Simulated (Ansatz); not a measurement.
Starting cell, Zn (hcp, Mg type):

```xyz
4
Lattice="5.2934 0.0000 0.0000 -1.3234 2.2921 0.0000 2.6467 0.0000 4.6781" Properties=species:S:1:pos:R:3 pbc="T T T"
Zn     5.2934     1.5281     3.5086
Zn     2.6467     1.5281     3.5086
Zn     1.3234     0.7640     1.1695
Zn     3.9701     0.7640     1.1695
```

A phonon eigenvector at L = (0.5, 0.0, 0.5) is frozen into this cell: atom i moves by Q times the vector below, so Q is the largest atomic displacement, in Å. The cell is held. It is one choice among 2 degenerate patterns. (q is in reciprocal vectors of the primitive cell; the cell shown is doubled to hold the pattern.)

| atom | x | y | z |
|---|---|---|---|
| Zn1 | 0.500 | -0.866 | 0.000 |
| Zn2 | -0.500 | 0.866 | 0.000 |

Atoms not listed stay in place.

Calculation: r2SCAN (plane waves to 500 eV, PAW, scalar-relativistic; Ansatz, an electronic-structure program). k mesh 20×20×20 (Γ-centred), Fermi-Dirac smearing 0.05 eV. Energies are smeared free energies. With partly filled bands, energies and forces of such displacements shift with the k mesh and the smearing. The PAW data are Ansatz's earlier set. Zn was relaxed with its symmetry unable to fall. ΔE is measured from the undisplaced structure. The last digit holds for this mesh only.

```csv
Q (Å),ΔE (meV/cell)
-0.2800,withheld
-0.2333,169.4
-0.1867,111.5
-0.1400,64.1
-0.0933,28.9
-0.0467,7.3
0.0000,0.0
0.0467,7.3
0.0933,28.9
0.1400,64.1
0.1867,111.5
0.2333,169.4
0.2800,withheld
```

**Question.** Fit an even polynomial form (powers 2, 4) to the given rows and predict ΔE at Q = -0.2800.

**Answer.** Least squares on the 11 given rows: ΔE = (3357)·Q² + (-4497)·Q⁴, in meV/cell with Q in Å; root-mean-square residual 0.03 meV/cell. At -0.2800 the fit gives 235.5 meV/cell; the calculation gives 235.7 meV/cell, so the extrapolation is off by -0.2 (-0.1 %). The quadratic term alone would give 263.2 meV/cell.

(For displaced atoms, the force is minus the slope of the energy, and its curvature is a force constant, which sets phonon frequencies.)
